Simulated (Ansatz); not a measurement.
## HfSnSe4 (P-3m1) at 2 levels of theory

One geometry, relaxed with PBE; plane waves with PAW potentials in Ansatz, scalar-relativistic. No spin polarisation. Gaps are the least over mesh and band path; pressure is positive in compression.

```cif
data_structure
_symmetry_space_group_name_H-M 'P-3m1'
_symmetry_Int_Tables_number 164
_cell_length_a 3.8207
_cell_length_b 3.8207
_cell_length_c 14.1092
_cell_angle_alpha 90.000
_cell_angle_beta 90.000
_cell_angle_gamma 120.000
_cell_volume 178.37
loop_
_atom_site_label
_atom_site_type_symbol
_atom_site_symmetry_multiplicity
_atom_site_Wyckoff_symbol
_atom_site_fract_x
_atom_site_fract_y
_atom_site_fract_z
_atom_site_occupancy
Hf1 Hf 1 b 0.00000 0.00000 0.50000 1
Sn1 Sn 1 a 0.00000 0.00000 0.00000 1
Se1 Se 2 d 0.66667 0.33333 0.88580 1
Se2 Se 2 d 0.66667 0.33333 0.38976 1
```

| level | cutoff (eV) | k mesh | gap (eV) | pressure (GPa) |
| --- | --- | --- | --- | --- |
| PBE | 420 | 12×12×4 | 0.46 | 0.0 |

Q: What comes out on the same cell with PBEsol?

A:
```
 level  cutoff (eV)   k mesh  gap (eV)  pressure (GPa)
PBEsol          420  12×12×4      0.39            -2.5
```

Spin-orbit coupling matters for the bands of heavy elements and is left out. The cell holds layers, chains or molecules and no dispersion correction was added, so their binding is poorly described.

It was reached by relaxing an invented guess, and it needn't be the stable form of this composition.
